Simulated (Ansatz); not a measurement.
This cell of CuI (wurtzite) is off equilibrium:

```xyz
4
Lattice="4.1685 0.0000 0.0000 -2.0843 3.6101 0.0000 0.0000 0.0000 6.9590" Properties=species:S:1:pos:R:3 pbc="T T T"
Cu     2.0843     1.2034     6.0802
Cu     0.0000     2.4067     2.6008
I      2.0843     1.2034     3.4883
I      0.0000     2.4067     0.0089
```

Method: PBEsol (plane waves to 420 eV, PAW, scalar-relativistic; Ansatz, an electronic-structure program). k mesh 9×9×5 (Γ-centred), Fermi-Dirac smearing 0.05 eV. Energies are smeared free energies. Compression counts positive. As the atoms are clamped, bonds stretch with the cell, which overstates energies and stresses. CuI is run without spin polarisation. CuI was relaxed with its symmetry unable to fall. Spin-orbit coupling is left out, though I is heavy. This is one of several known forms of CuI; the measured ambient cells at hand have space group No. 156 or 216.

Problem. What is the stress tensor (GPa)?

Solution. 
```
   0.39     0.00     0.00
   0.00     0.39     0.00
   0.00     0.00    -0.77
```
The pressure, a third of the trace, is 0.00 GPa.

Problem. It is the relaxed cell deformed to V/V₀ = 1.000, (c/a)/(c/a)₀ = 1.013, c along z, fractional positions held. What is its energy relative to the relaxed cell?

Solution. 0.8 meV/atom.

(A scan under strain: stresses follow from slopes of the energy per volume, elastic moduli from its curvatures.)
